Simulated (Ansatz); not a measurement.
## Field gradients at the nuclei in SnSe

The cell is a computed structure from the Materials Project (it need not be an observed phase), ions relaxed with PBE at fixed cell.

Space group Pnma (No. 62); a = 11.6645, b = 4.1263, c = 4.7009 Å.

```csv
site,Wyckoff,site symmetry,x,y,z
Sn,4c,.m.,0.6181,0.7500,0.3730
Se,4c,.m.,0.1457,0.2500,0.5227
```

One atom of each set is listed.

Computed with Ansatz: DFT, r2SCAN, plane waves and PAW, scalar-relativistic, 500 eV cutoff, Γ-centred 3×8×7 k-points, Fermi–Dirac smearing 0.01 eV.

Conventions: |V_zz| ≥ |V_yy| ≥ |V_xx|, η = (V_xx − V_yy)/V_zz, C_Q = eQV_zz/h.

```json
{"site": "Sn", "atoms": "4", "first shell": "3 Se at 2.80 Å", "V_zz (10²¹ V/m²)": "-11.04", "η": "0.33", "C_Q (MHz)": "–"}
{"site": "Se", "atoms": "4", "first shell": "3 Sn at 2.80 Å", "V_zz (10²¹ V/m²)": "-7.36", "η": "0.14", "C_Q (MHz)": "–"}
```

At Sn V_zz stands upright on the plane through its three neighbours (within 8°).

Sn, Se have no stable isotope with a ground-state quadrupole moment in the table, so no C_Q is given.

Without spin–orbit coupling (the program notes it for Sn) the gradients can shift somewhat, as the gap is small. With these PAW files V_zz is typically within 2 to 3 % of all-electron values, but misses above 10 % occur on Sn.

The run took 3.6 min of wall time (3.6 min of CPU time) and 1.2 GiB at its peak, on 1 thread of Arm Neoverse N1 (aarch64; 36 cores open to the job, memory cap 3.0 GiB, no GPU), a shared host with a load of 0.9 a core.
